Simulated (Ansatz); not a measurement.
KTlO₂:
```xyz
4
Lattice="1.7245 0.9957 6.1003 -1.7245 0.9957 6.1003 0.0000 -1.9913 6.1003" Properties=species:S:1:pos:R:3 pbc="T T T"
K      0.0000     0.0000     9.1505
Tl     0.0000     0.0000     0.0000
O      0.0000     0.0000    13.3957
O      0.0000     0.0000     4.9054
```

Relaxed with r²SCAN. Independent-particle spectrum: no excitons, no local fields, no scissors shift; 0.1 eV broadening; ε₁ of the summed bands alone.

### Question
Tabulate the dielectric function from r²SCAN (plane waves, PAW; program Ansatz).

### Answer


| E (eV) | ε₁ xx | ε₂ xx | ε₁ zz | ε₂ zz |
|---|---|---|---|---|
| 0.0 | 4.89 | 0.00 | 4.22 | 0.00 |
| 0.4 | 4.92 | 0.00 | 4.25 | 0.00 |
| 0.8 | 5.01 | 0.00 | 4.32 | 0.00 |
| 1.2 | 5.20 | 0.00 | 4.46 | 0.00 |
| 1.6 | 5.55 | 0.09 | 4.74 | 0.02 |
| 2.0 | 5.97 | 0.26 | 5.50 | 0.41 |
| 2.4 | 6.72 | 1.27 | 5.18 | 1.32 |
| 2.8 | 6.46 | 2.14 | 4.86 | 1.65 |
| 3.2 | 6.33 | 3.22 | 4.69 | 1.87 |
| 3.6 | 4.61 | 3.76 | 4.63 | 2.48 |
| 4.0 | 3.98 | 3.21 | 3.70 | 2.85 |
| 4.4 | 3.93 | 2.71 | 2.77 | 2.35 |
| 4.8 | 4.19 | 2.46 | 3.24 | 1.52 |
| 5.2 | 5.07 | 2.92 | 3.93 | 1.85 |
| 5.6 | 5.35 | 4.08 | 3.29 | 2.68 |
| 6.0 | 4.28 | 6.51 | 2.55 | 2.22 |
| 6.4 | 2.12 | 5.82 | 3.01 | 1.87 |
| 6.8 | 0.22 | 5.96 | 3.46 | 1.86 |
| 7.2 | -1.26 | 4.62 | 2.44 | 2.79 |
| 7.6 | -0.97 | 2.52 | 4.16 | 2.98 |
| 8.0 | -0.40 | 1.81 | 1.89 | 3.79 |
| 8.4 | 0.24 | 1.19 | 1.31 | 2.79 |
| 8.8 | 1.14 | 1.32 | 1.74 | 2.45 |
| 9.2 | 1.01 | 1.34 | 1.51 | 2.17 |
| 9.6 | 1.25 | 1.38 | 1.92 | 1.94 |
| 10.0 | 1.42 | 1.23 | 2.03 | 2.22 |
| 10.4 | 1.78 | 1.37 | 1.68 | 2.29 |
| 10.8 | 1.77 | 1.83 | 2.05 | 2.34 |
| 11.2 | 1.31 | 2.12 | 1.27 | 2.76 |
| 11.6 | 1.47 | 1.87 | 1.49 | 2.93 |
| 12.0 | 1.03 | 1.73 | 1.00 | 1.98 |

### Question
From ε at 2.0 eV (xx: 5.97 + 0.26i), find n, k, the normal reflectivity and the absorption coefficient.

### Answer
n = 2.44, k = 0.053, R = 18 %, α = 2kE/ħc = 11000 cm⁻¹.

With all bands, ε∞ without local fields is 5.10 (xx = yy), 4.43 (zz).

Space group R-3m. The workflow started from a Materials Project entry (that database holds measured and hypothetical structures alike); the Crystallography Open Database copy checked does not list it. Its standing as an ambient phase is unchecked. The r²SCAN relaxation kept the symmetry of its start; whether a distortion lowers the energy is not shown. Spin–orbit coupling is left out wherever it is not named.

Potentials: the later of the program's two PAW sets.
